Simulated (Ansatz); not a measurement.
AlP:
```yaml
crystal:
  lattice:
    - [3.83470, 0.00000, 0.00000]
    - [-1.91735, 3.32095, 0.00000]
    - [0.00000, 0.00000, 6.29920]
  atoms:
    - { symbol: Al, position: [0.33333, 0.66667, 0.00015] }
    - { symbol: Al, position: [0.66667, 0.33333, 0.50015] }
    - { symbol: P, position: [0.33333, 0.66667, 0.37485] }
    - { symbol: P, position: [0.66667, 0.33333, 0.87485] }
```

Relaxed with LDA. Special points in fractions of this cell's reciprocal vectors: Γ (0.000, 0.000, 0.000); M (0.500, 0.000, 0.000); K (0.333, 0.333, 0.000); A (0.000, 0.000, 0.500); L (0.500, 0.000, 0.500); H (0.333, 0.333, 0.500).

### Question
List the band energies nearest the valence-band maximum at these points for LDA (plane waves, PAW; program Ansatz).

### Answer
In eV from the valence-band maximum; about four levels below and three above (degenerate sets whole), none deeper than 8.9 eV; points with the same levels are listed once.

```json
[
 {"k": "Γ", "below": "-0.95 -0.95 -0.13 0.00 0.00", "above": "2.34 3.24 4.17 4.17"},
 {"k": "M", "below": "-3.62 -2.24 -2.13 -0.87", "above": "1.79 3.27 3.91"},
 {"k": "K", "below": "-4.25 -2.69 -2.69 -2.52", "above": "2.03 6.06 6.11 6.11"},
 {"k": "A", "below": "-0.52 -0.52 -0.52 -0.52", "above": "3.17 3.17 4.69 4.69 4.69 4.69"},
 {"k": "L", "below": "-1.70 -1.70 -1.67 -1.67", "above": "2.18 2.18 3.16 3.16"},
 {"k": "H", "below": "-3.57 -3.57 -1.27 -1.27", "above": "3.00 3.00 4.58 4.58"}
]
```

Space group P6_3mc (wurtzite). The first step of the workflow began from a Materials Project structure, measured or hypothetical; the Crystallography Open Database copy checked does not list it. It is not the phase usual at ambient conditions (space group No. 216). The LDA relaxation kept the symmetry of its start; phonons on a q-mesh show no instability.

Potentials: the later of the program's two PAW sets.
